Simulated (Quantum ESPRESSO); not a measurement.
One change at a time to AgGa3Mo2W2

These are calculations, not measurements. They come from Quantum ESPRESSO 7.5, a public plane-wave density functional program. Each row is one single-point run on a made-up periodic cell of eight metal atoms, with elements, volume, strain and displacements drawn at random and not relaxed, so a cell may be unstable or far from any real phase. There is no spin polarisation or spin-orbit coupling.

Settings: PBE unless stated; PseudoDojo standard norm-conserving files; Fermi-Dirac width 0.25 eV, which means electrons at about 2900 K; cutoff 1116 eV; 8 x 4 x 3 k mesh shifted half a step off Gamma. E is the free energy of the whole cell (internal energy minus TS), so a -TS column is already part of it. Stress is positive in tension, and the pressure P is minus a third of its trace.

Checks: one run of this series was repeated at a higher cutoff and on a denser mesh, which moved values by no more than 0.009 eV, 0.10 GPa and 0.009 eV/Å, and a second program with other atomic files agreed on it to 2 % rms in force and 0.5 GPa in pressure. Known limits: heavy elements are run without spin-orbit coupling, which real alloys of them have; a spin test at this wide smearing found no moment, but such smearing suppresses magnetism that the real alloy may have.

The lattice is face-centred cubic, and the cell vectors in Å are (0.016, -2.041, -2.072); (0.033, 4.046, -4.108); (8.227, 0.002, -0.065), a volume of 137.95 Å³ in run 1. The elements on sites 1 to 8 are Ag Ga Ga W Ga Mo Mo W. Each later run makes one change to run 1 and keeps the rest. E is counted from run 1, and is n/a where other atomic files have another zero of energy.

| run | change | V (Å³) | P (GPa) | -TS (eV) | rms force (eV/Å) | largest change of a force component (eV/Å) | E (eV) |
|---|---|---|---|---|---|---|---|
| 1 | none | 137.95 | -10.08 | -1.416 | 0.584 | 0.000 | 0.000 |
| 2 | sites 7 and 8 exchanged | 137.95 | -9.86 | -1.422 | 0.568 | 0.129 | 0.081 |
| 3 | all lengths scaled by -0.54 % | 135.73 | -7.93 | -1.390 | 0.597 | 0.053 | -0.124 |
| 4 | PBEsol in place of PBE | 137.95 | -15.88 | -1.420 | 0.568 | 0.050 | n/a |
| 5 | Ta on site 4 | 137.95 | -6.36 | -1.422 | 0.615 | 0.450 | n/a |
| 6 | site 3 moved by -0.23 Å along y | 137.95 | -9.81 | -1.422 | 0.632 | 0.774 | ? |

## Worked estimate

Along the move dE = -F dx. The force on site 3 along y is 0.357 eV/Å in run 1 and 1.131 eV/Å in run 6, and the move is -0.23 Å, so the mean force times the move gives an estimate.

## Withheld value

Question: what E should run 6 give?

The estimate is 0.171 eV. The calculation gave 0.171 eV.
